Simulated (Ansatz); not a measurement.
Given:

BiB:
```cif
data_BBi
_chemical_formula_sum 'Bi1 B1'
_space_group_name_H-M_alt 'P 1'
_space_group_IT_number 1
_cell_length_a 3.88198
_cell_length_b 3.88198
_cell_length_c 3.88198
_cell_angle_alpha 60.000
_cell_angle_beta 60.000
_cell_angle_gamma 60.000
loop_
_space_group_symop_operation_xyz
  'x, y, z'
loop_
_atom_site_label
_atom_site_type_symbol
_atom_site_fract_x
_atom_site_fract_y
_atom_site_fract_z
_atom_site_occupancy
Bi1 Bi 0.75000 0.75000 0.75000 1
B1 B 0.00000 0.00000 0.00000 1
```

This is the r²SCAN-relaxed structure.

Question: All from DFT-r²SCAN in the program Ansatz with PAW potentials, unless another level is named. Predict the Debye temperature from the elastic constants.

Answer: 328 K.

Question: Give the elastic constants (relaxed ions, GPa).

Answer: C11 = 147, C12 = 46.8, C44 = 80.5.

Space group F-43m (zinc blende). A made-up cell: these elements were put on the sites of a structure type; neither database checked (COD, Materials Project) lists it. Whether it is the stable phase at ambient conditions was not checked. The r²SCAN relaxation kept the symmetry of its start; whether a distortion lowers the energy is not shown. Scalar-relativistic: spin–orbit coupling is off unless named, which matters more the heavier the elements.

Potentials: the later of the program's two PAW sets.
